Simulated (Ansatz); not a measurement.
Relaxation of a relaxed Ni cell, doubled along one cell vector, shaken by Gaussian noise of σ = 0.08 Å a coordinate; 8 atoms in the cell, which starts as P1 (No. 1), aP8; a = 2.4472 Å, b = 4.2386 Å, c = 8.0193 Å, α = 90.00°, β = 90.00°, γ = 90.00°. These are PBEsol (plane waves to 420 eV, PAW, scalar-relativistic; Ansatz, a quantum-chemistry and plane-wave program) values and carry that method's errors. Γ-centred k-mesh 8×15×4 on the run's cell (coarser than for final values), Fermi–Dirac smearing 0.05 eV. This is the first round of the run. Spin-polarised start, with parallel moments on Ni.

The optimiser's lines from the output (shortened; P is positive under compression):

```
relax step   1: F+E_penalty+E_count = -46439.01105138 eV  Δ(F+E_penalty+E_count) = +0.000e0 eV  max|allowed force component| = 2.065e0 eV/Å  Δτ_max = 0.0000 Å  P = +4.623 GPa  Ω = 83.180 Å³  (18 SCF iters, dr2 threshold 1.00e-7 eV, accepted)
relax step   2: F+E_penalty+E_count = -46439.42019433 eV  Δ(F+E_penalty+E_count) = -4.091e-1 eV  max|allowed force component| = 1.223e0 eV/Å  Δτ_max = 0.0629 Å  P = +2.602 GPa  Ω = 82.976 Å³  (15 SCF iters, dr2 threshold 8.00e-7 eV, accepted)
relax step   3: F+E_penalty+E_count = -46439.75012528 eV  Δ(F+E_penalty+E_count) = -3.299e-1 eV  max|allowed force component| = 3.901e-2 eV/Å  Δτ_max = 0.1412 Å  P = -0.395 GPa  Ω = 83.315 Å³  (16 SCF iters, dr2 threshold 8.00e-7 eV, accepted)
relax step   4: F+E_penalty+E_count = -46439.75120818 eV  Δ(F+E_penalty+E_count) = -1.083e-3 eV  max|allowed force component| = 1.455e-3 eV/Å  Δτ_max = 0.0080 Å  P = -0.013 GPa  Ω = 83.174 Å³  (10 SCF iters, dr2 threshold 6.75e-7 eV, accepted)
relax step   5: F+E_penalty+E_count = -46439.75121257 eV  Δ(F+E_penalty+E_count) = -4.392e-6 eV  max|allowed force component| = 3.319e-4 eV/Å  Δτ_max = 0.0006 Å  P = -0.000 GPa  Ω = 83.170 Å³  (10 SCF iters, dr2 threshold 3.45e-9 eV, accepted)
relax step   6: F+E_penalty+E_count = -46439.75120862 eV  Δ(F+E_penalty+E_count) = +3.952e-6 eV  max|allowed force component| = 3.320e-4 eV/Å  Δτ_max = 0.0000 Å  P = -0.007 GPa  Ω = 83.170 Å³  stress off target by 8.78e-3 GPa  SCF on the basis re-selected at this cell (its energy is not comparable with the rows above)  (9 SCF iters)
```

From the first to the last row the energy changes by -0.09 eV/atom and the volume by 0.0 %. The last row is marked as not comparable with the walk above it, whose basis was carried along; it does compare with step 1, since both stand on a basis selected at the nominal cutoff for their own cell.

Later rounds, restarted from the end of this one on a renewed k-mesh, logged 4 more steps and released under 0.01 eV/atom more. The final structure after all rounds: P6₃/mmc (No. 194), hP4, AFLOW prototype A_hP4_194_ac (A3', as in La); a = b = 2.4472 Å, c = 8.0192 Å, α = β = 90.00°, γ = 120.00°. Spin state reached: ferromagnetic (net 0.63 μB/atom), from parallel starting moments; other spin orders were not run from this start.

The relaxed structure here is a generated cell of Ni: the first start was made by placing the elements on the sites of a structure type, and the end was not matched to a known phase here, so it may be hypothetical. Known forms of Ni include space group No. 225.
